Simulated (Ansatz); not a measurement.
**SCF log, MnHg**

We look at MnHg: a measured crystal structure (space group Pm-3m), with 2 atoms per cell. Source: COD entry 1537797; the sample's temperature and pressure aren't taken into account, and it need not be the stable phase.

These are results of DFT, PBE, PAW, plane waves, scalar-relativistic in Ansatz, not measurements.

The input:

```yaml
crystal:
  lattice:
    - [3.325, 0.0, 0.0]
    - [0.0, 3.325, 0.0]
    - [0.0, 0.0, 3.325]
  atoms:
    - { symbol: Hg, position: [0.0, 0.0, 0.0] }
    - { symbol: Mn, position: [0.5, 0.5, 0.5], spin: 4.5 }
magnetization:
  spin_polarized: true
hamiltonian:
  xc: pbe
  pseudopotentials: { kind: paw }
basis:
  ecutwfc: 420
kpoints:
  mp_grid: { grid: [4, 4, 4] }
scf:
  occupations: { method: fermi_dirac, width: 0.05 }
  lower_state_search: "off"
  max_iter: 100
output:
  forces: true
  stress: true
```

Command:
```sh
ansatz run input.yaml --threads 2 --pin off --max-ram 5120MiB --backend cpu --events-out ev --progress --plain --runs-dir out
```

Program output, abridged:

```
Pseudopotentials: kind: paw
Pseudopotential: Hg, paw, valence charge 20, recommended cutoff 420 eV (normal), Hg.paw.azcp
Pseudopotential: Mn, paw, valence charge 15, recommended cutoff 420 eV (normal), Mn.paw.azcp
Functional definition: PBE
Crystal: 2 atoms, lattice volume = 36.760 Å³
Basis set: ecut = 420 eV, 739 PW (Γ), exchange–correlation on 48×48×48 points (8 copies of the dense FFT grid, shifted against one another)
Bands: 24, of which v1, the nominal top of the filled ones, is band 18 counted from 1 (17 counted from 0)
Symmetry: 48 space group operations
Space group: Pm-3m (ITA 221), of the structure as read, at distance tolerance 3.3e-5 Å
Magnetic group: BNS 221.92 (UNI 1594), of the structure as read, at distance tolerance 3.3e-5 Å
k-points: 10 of 64
Non-local potential: Hg, projectors of the file, l = 0: 3, l = 1: 2, l = 2: 2, l = 3: 1
Non-local potential: Mn, projectors of the file, l = 0: 3, l = 1: 2, l = 2: 3, l = 3: 1
Initial density: superposition of atomic densities (chi_scale 0.1, normalization cell)
Starting moments: Σ|m| = 4.5 μB on 1 of 2 sites
Initial wavefunctions: pseudopotential atomic-orbital guess
Functional: x = pbe(κ = 0.804, μ = 0.2195149727645171), c = pbe(β = 0.06672455060314922)
SCF iter   1: F=—  HF=-17712.542274 eV  |F-HF|=—  |Δ(HF+E_count)|=         —  Δρ=7.72e-2 (↑3.49e-2 ↓7.72e-2)  dr2=5.45e0  dr2_m=2.39e-1  M=3.719 μB ∫|m|=3.883 μB  β_m=0.30  ethr=3.10e-3  ⟨swp⟩=5.1  Hψ=1838  notcnv=0
preconditioner: auto → Kerker (q_TF=auto, 2.706 Å⁻¹)  [metal: Δε(μ)=0.050 eV  Ē_g=9.810 eV  σ=0.050 eV  W_gap=0.24  n_scr=18 (ndim 8)  ℏωp=26.7 eV  f_vac=0.000  D(μ)=3.07/eV (n_scr^D=32)]
spin=Collinear: Kerker preconditioning applied to the charge; magnetization (m = ρ↑ − ρ↓) channel mixes plain (no charge-response kernel on spin).
SCF iter   2: F=—  HF=-17711.809134 eV  |F-HF|=—  |Δ(HF+E_count)|=   7.33e-1  Δρ=3.84e-2 (↑2.51e-2 ↓3.84e-2)  dr2=9.55e-1  dr2_m=2.38e-1  M=3.719 μB ∫|m|=3.993 μB  β_m=0.30  ethr=3.10e-3  ⟨swp⟩=2.3  Hψ=858  notcnv=0  defer=15
Mixer restart at iter 2: flushing history
preconditioner: auto → Resta (q_TF=auto, 2.706 Å⁻¹)  ε∞=7.9  [insulator: Δε(μ)=0.114 eV  Ē_g=10.156 eV  σ=0.050 eV  W_gap=0.50  n_scr=18 (ndim 8)  ℏωp=26.7 eV  f_vac=0.000  D(μ)=1.85/eV (n_scr^D=18)  ε∞_Penn≈7.9]
spin=Collinear: Resta preconditioning applied to the charge; magnetization (m = ρ↑ − ρ↓) channel mixes plain (no charge-response kernel on spin).
spin-set hold released at iteration 2 (the charge has settled, or the pull on large starting moments outlasts its swing): the magnetisation degrees of freedom join the quasi-Newton model from the next iteration; the mixer history was flushed
SCF iter   3: F=—  HF=-17711.678812 eV  |F-HF|=—  |Δ(HF+E_count)|=   1.30e-1  Δρ=2.21e-2 (↑2.21e-2 ↓2.20e-2)  dr2=2.98e-1  dr2_m=1.24e-1  M=3.719 μB ∫|m|=4.016 μB  β_m=0.55  ethr=2.73e-3  ⟨swp⟩=2.0  Hψ=679  notcnv=0  defer=17
SCF iter   4: F=—  HF=-17711.619697 eV  |F-HF|=—  |Δ(HF+E_count)|=   5.91e-2  Δρ=8.78e-3 (↑4.97e-3 ↓8.78e-3)  dr2=7.27e-2  dr2_m=2.45e-3  M=3.719 μB ∫|m|=4.029 μB  β_m=0.50  ethr=8.53e-4  ⟨swp⟩=2.2  Hψ=802  notcnv=0  defer=21
SCF iter   5: F=—  HF=-17711.607742 eV  |F-HF|=—  |Δ(HF+E_count)|=   1.20e-2  Δρ=3.48e-3 (↑3.48e-3 ↓2.18e-3)  dr2=6.60e-3  dr2_m=4.03e-4  M=3.719 μB ∫|m|=4.042 μB  β_m=0.65  ethr=2.08e-4  ⟨swp⟩=2.1  Hψ=738  notcnv=0  defer=21
SCF iter   6: F=—  HF=-17711.608013 eV  |F-HF|=—  |Δ(HF+E_count)|=   2.71e-4  Δρ=8.13e-4 (↑6.59e-4 ↓8.13e-4)  dr2=3.95e-4  dr2_m=3.01e-5  M=3.719 μB ∫|m|=4.045 μB  β_m=0.77  ethr=1.88e-5  ⟨swp⟩=2.1  Hψ=640  notcnv=0  defer=21
SCF iter   7: F=—  HF=-17711.608074 eV  |F-HF|=—  |Δ(HF+E_count)|=   6.13e-5  Δρ=2.81e-4 (↑2.81e-4 ↓1.77e-4)  dr2=4.81e-5  dr2_m=4.60e-6  M=3.719 μB ∫|m|=4.047 μB  β_m=0.89  ethr=1.13e-6  ⟨swp⟩=2.9  Hψ=792  notcnv=0  defer=21
SCF iter   8: F=—  HF=-17711.608088 eV  |F-HF|=—  |Δ(HF+E_count)|=   1.37e-5  Δρ=4.33e-5 (↑1.30e-5 ↓4.33e-5)  dr2=4.86e-7  dr2_m=1.61e-7  M=3.719 μB ∫|m|=4.048 μB  β_m=0.93  ethr=1.38e-7  ⟨swp⟩=2.0  Hψ=533  notcnv=0  defer=21
SCF iter   9: F=—  HF=-17711.608088 eV  |F-HF|=—  |Δ(HF+E_count)|=   4.64e-7  Δρ=1.76e-5 (↑1.19e-5 ↓1.76e-5)  dr2=2.55e-7  dr2_m=1.00e-8  M=3.719 μB ∫|m|=4.048 μB  β_m=0.97  ethr=2.86e-10  ⟨swp⟩=4.0  Hψ=1496  notcnv=0
SCF iter  10: F=-17711.608088 eV  HF=-17711.608088 eV  |F-HF|=6.91e-11  |Δ(HF+E_count)|=   9.92e-9  Δρ=2.25e-6 (↑1.51e-6 ↓2.25e-6)  dr2=2.78e-9  dr2_m=2.08e-10  M=3.719 μB ∫|m|=4.048 μB  ethr=2.86e-10  ⟨swp⟩=2.5  Hψ=1466  notcnv=0
SCF 1 converged in 10 iterations: F = -17711.608088 eV  dr2 = 2.78e-9
  greatest PAW one-centre occupation: 1.003 electrons in one spin orbital (limit 2), on the Mn atom at site 1 (counted from 0), in its partial waves of l = 1
SCF converged after 10 iterations
Magnetization: 3.7188 μB (19.3594 up, 15.6406 down)
Absolute magnetization: 4.0547 μB (∫|ρ↑−ρ↓|, with the PAW one-centre terms)
Spin contamination: 0.1577 ħ² per cell (⟨S²⟩ above its minimum at these occupations)
Per-site moments (μB) at R_I (Å): [(-0.0522, 1.1878), (3.7583, 1.1878)]
Free energy (F): -17711.608088 eV
Harris-Foulkes:  -17711.608088 eV  (|F-HF|=6.91e-11)
Internal energy: -17711.598541 eV  (E = F + TS)
E sigma→0 (E₀):  -17711.603315 eV
Entropy (-TS):   -0.009548 eV (-4.774 meV/atom)
Fermi energy:    16.056421 eV
--- Per-component energies (eV) ---
  E_band       = -600.233689
  E_kinetic    = 904.791430
  E_local      = -4274.802305  (includes V_loc(G=0)·N_el)
  E_nonlocal   = 320.751296
  E_hartree    = 1800.999634
  E_xc         = -332.599732
  E_vxc        = -405.845047  (∫ρ·V_xc dr)
  E_paw        = -11248.994719  (= ΣΔE_a)
  E_vpaw       = -747.127414  (= ΣTr[D̂ρ^β])
  E_aug_tail   = 0.000944  (compensation charges beyond the density's cutoff)
  E_ewald      = -4881.745088
  E_smearing   = -0.009548  (= −TS)
  E_closure    = -0.000000  (closes the sum)
  Σ components = -17711.608088   (vs F -17711.608088, Δ=0.00e0)
--- Forces (eV/Å), atoms counted from 1 ---
  atom   1  Hg    -0.00000000     0.00000000     0.00000000
  atom   2  Mn     0.00000000    -0.00000000    -0.00000000
  max |Σ_I F_I| component: 1.03e-28 eV/Å
--- Stress (GPa, compression-positive) ---
       -1.842583      -0.000000       0.000000
       -0.000000      -1.842583       0.000000
        0.000000       0.000000      -1.842583
  P = ⅓ Tr σ = -1.8426 GPa (-18.426 kbar)
```

With one magnetic atom in the cell its copies can only be parallel; orders in a larger cell may lie lower. Only one magnetic start was run, with no search, so the state need not be the lowest.

The run took 1.4 s on 2 threads of Arm Neoverse N1, on a shared host, peak memory 0.28 GiB.
